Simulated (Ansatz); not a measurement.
What does Ansatz print for the nuclei with this input?

The cell is a Materials Project structure (computed, not necessarily an observed phase), taken as it stands.

```yaml
crystal:
  lattice:
    - [5.202995863, 0.0, 0.0]
    - [-0.7447586079, 5.3677937472, 0.0]
    - [-2.3109653585, -2.608937515, 6.6337141692]
  atoms:
    - { symbol: Mg, position: [0.557278, 0.248724, 0.835023] }
    - { symbol: Mn, position: [0.009623, 0.98896, 0.009942], spin: 4.0 }
    - { symbol: Mn, position: [0.502669, 0.502533, 0.48864], spin: 4.0 }
    - { symbol: P, position: [0.913809, 0.552955, 0.239417] }
    - { symbol: P, position: [0.101474, 0.454298, 0.763017] }
    - { symbol: O, position: [0.188692, 0.761758, 0.865858] }
    - { symbol: O, position: [0.199948, 0.299376, 0.903129] }
    - { symbol: O, position: [0.776018, 0.354882, 0.657447] }
    - { symbol: O, position: [0.265439, 0.37455, 0.619561] }
    - { symbol: O, position: [0.810957, 0.657769, 0.066265] }
    - { symbol: O, position: [0.233769, 0.652923, 0.348624] }
    - { symbol: O, position: [0.777497, 0.631716, 0.39589] }
    - { symbol: O, position: [0.814016, 0.238723, 0.120632] }
    - { symbol: F, position: [0.668127, 0.90121, 0.760888] }
    - { symbol: F, position: [0.330684, 0.129622, 0.249739] }
magnetization:
  spin_polarized: true
kpoints:
  mp_grid: { grid: [4, 4, 3] }
scf:
  occupations: { method: fermi_dirac, width: 0.02 }
hamiltonian:
  xc: r2scan
  pseudopotentials: { kind: paw }
output:
  forces: true
  stress: true
  populations: true
  efg:
    quadrupole_moments_barn: { Mg: 0.1994, Mn: 0.33, O: -0.02558 }
    contact_densities: true
```

```sh
ansatz run input.yaml --threads 1 --pin off --max-ram 3072MiB --backend cpu --events-out ev --progress --plain --runs-dir out
```

Of the output, the block on the nuclei alone is shown; the set-up, the SCF iterations, energies, forces and stress are cut. One atom of each set with nearly equal values is shown.

```
--- PAW observables at the nuclei: V_zz in 10²¹ V/m², potentials from the cell's mean, atoms counted from 1 ---
  atom   1  Mg V_zz =    +1.391869   η = 0.6311   by run symmetry: allowed   C_q = +6.7109 MHz
            electrostatic potential = -1100.692682 V   contact ρ = 7780.887726 e/Å³   contact ρ_s (e/Å³): all electrons +0.072351, valence +0.069430
  atom   2  Mn V_zz =    -5.172556   η = 0.1717   by run symmetry: allowed   C_q = -41.2737 MHz
            electrostatic potential = -3023.282266 V   contact ρ = 87698.196677 e/Å³   contact ρ_s (e/Å³): all electrons -2.652072, valence +6.268865
  atom   3  Mn V_zz =    -2.985993   η = 0.2505   by run symmetry: allowed   C_q = -23.8263 MHz
            electrostatic potential = -3023.097711 V   contact ρ = 87699.134745 e/Å³   contact ρ_s (e/Å³): all electrons -2.220250, valence +6.580767
  atom   4  P  V_zz =    +2.635183   η = 0.3981   by run symmetry: allowed
            electrostatic potential = -1487.737948 V   contact ρ = 15982.359924 e/Å³   contact ρ_s (e/Å³): all electrons +0.474717, valence +0.453661
  atom   5  P  V_zz =    -2.098385   η = 0.6003   by run symmetry: allowed
            electrostatic potential = -1487.467769 V   contact ρ = 15982.532116 e/Å³   contact ρ_s (e/Å³): all electrons +0.440909, valence +0.421159
  atom   6  O  V_zz =    +9.913542   η = 0.5452   by run symmetry: allowed   C_q = -6.1317 MHz
            electrostatic potential = -619.948709 V   contact ρ = 2151.638117 e/Å³   contact ρ_s (e/Å³): all electrons +0.177330, valence +0.170891
  atom   7  O  V_zz =    +9.100644   η = 0.4663   by run symmetry: allowed   C_q = -5.6289 MHz
            electrostatic potential = -620.200408 V   contact ρ = 2151.448991 e/Å³   contact ρ_s (e/Å³): all electrons +0.664962, valence +0.669506
  atom   8  O  V_zz =    +9.701040   η = 0.5770   by run symmetry: allowed   C_q = -6.0003 MHz
            electrostatic potential = -619.510332 V   contact ρ = 2150.922941 e/Å³   contact ρ_s (e/Å³): all electrons +0.094744, valence +0.072760
  atom   9  O  V_zz =   +10.392336   η = 0.2206   by run symmetry: allowed   C_q = -6.4279 MHz
            electrostatic potential = -619.561463 V   contact ρ = 2150.748122 e/Å³   contact ρ_s (e/Å³): all electrons +0.111681, valence +0.087171
  atom  10  O  V_zz =    +8.989673   η = 0.6060   by run symmetry: allowed   C_q = -5.5603 MHz
            electrostatic potential = -620.288286 V   contact ρ = 2151.408440 e/Å³   contact ρ_s (e/Å³): all electrons +0.765243, valence +0.814876
  atom  11  O  V_zz =   +10.441447   η = 0.5319   by run symmetry: allowed   C_q = -6.4583 MHz
            electrostatic potential = -620.051641 V   contact ρ = 2151.603195 e/Å³   contact ρ_s (e/Å³): all electrons +0.157701, valence +0.155019
  atom  12  O  V_zz =   +11.090207   η = 0.4001   by run symmetry: allowed   C_q = -6.8595 MHz
            electrostatic potential = -620.088204 V   contact ρ = 2150.891917 e/Å³   contact ρ_s (e/Å³): all electrons +0.208608, valence +0.230528
  atom  13  O  V_zz =    +9.636308   η = 0.5387   by run symmetry: allowed   C_q = -5.9603 MHz
            electrostatic potential = -619.734342 V   contact ρ = 2151.259628 e/Å³   contact ρ_s (e/Å³): all electrons +0.155690, valence +0.148328
  atom  14  F  V_zz =    -8.199312   η = 0.6996   by run symmetry: allowed
            electrostatic potential = -736.414160 V   contact ρ = 3120.035127 e/Å³   contact ρ_s (e/Å³): all electrons +0.730903, valence +0.844072
  atom  15  F  V_zz =   +12.643657   η = 0.1768   by run symmetry: allowed
            electrostatic potential = -736.957833 V   contact ρ = 3120.835245 e/Å³   contact ρ_s (e/Å³): all electrons +1.025480, valence +1.240049
```

Hardware: 1 thread of Arm Neoverse V2 (aarch64; 28 cores open to the job, memory cap 3.0 GiB, no GPU), a shared host with a load of 0.9 a core. Wall time 8.5 min, CPU time 8.4 min, peak memory 1.5 GiB.

At this cell the r2SCAN pressure is -6 GPa, so with r2SCAN the cell would shrink if it were relaxed. The entry's cell may itself be off. The largest force is 0.5 eV/Å, so the atoms aren't at the calculated equilibrium and relaxing them would move these values. The program didn't check the stability of this electronic state in full, so a lower one may lie near. All moments are parallel here, as the start or the cell imposes; many such compounds order antiparallel, where fields and spin densities carried over to other atoms largely cancel. The magnetic order is the one that the run reached from its start moments, not necessarily the measured one.
